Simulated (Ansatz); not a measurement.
TiPd, one cell by several methods

```
Ti Pd
1.0
     3.18000    0.00000    0.00000
     0.00000    3.18000    0.00000
     0.00000    0.00000    3.18000
Ti Pd
1 1
Cartesian
  1.5900 1.5900 1.5900
  0.0000 0.0000 0.0000
```

Atoms are numbered in the order listed.

The cell comes from COD entry 1523469, which wasn't checked; take it as a given geometry.

Spin polarisation is left out, and whether a magnetic state lies lower isn't shown here.

Levels of theory: DFT, PBEsol, PAW with Ansatz's default frozen-core files, scalar-relativistic (Ansatz 0.2.0); DFT, PBEsol, all-electron LAPW, scalar-relativistic (Ansatz 0.2.0).

For PAW: a Γ-centred 13×13×13 k mesh, Fermi–Dirac smearing of 0.08 eV, cutoff 420 eV, no spin polarisation; the PAW files were made with PBE, and the program remakes their frozen cores for this functional. LAPW targets a basis error of 0.5 meV/atom. The Ansatz runs share mesh, smearing and spin set-up. Plane-wave (PAW) pressures include the program's estimate of the Pulay term.

Stress and pressure are positive in compression.

Levels count from the Fermi level.

PAW results:

```
                      quantity     PAW
                pressure (GPa)   -6.82
highest filled level at M (eV)  -0.721
  lowest empty level at M (eV)   0.453
highest filled level at X (eV)  -0.560
  lowest empty level at X (eV)   0.372
```

What does LAPW (all electrons) give for the same quantities?


```json
{"quantity": "pressure (GPa)", "LAPW": "-6.85"}
{"quantity": "highest filled level at M (eV)", "LAPW": "-0.721"}
{"quantity": "lowest empty level at M (eV)", "LAPW": "0.452"}
{"quantity": "highest filled level at X (eV)", "LAPW": "-0.561"}
{"quantity": "lowest empty level at X (eV)", "LAPW": "0.372"}
```
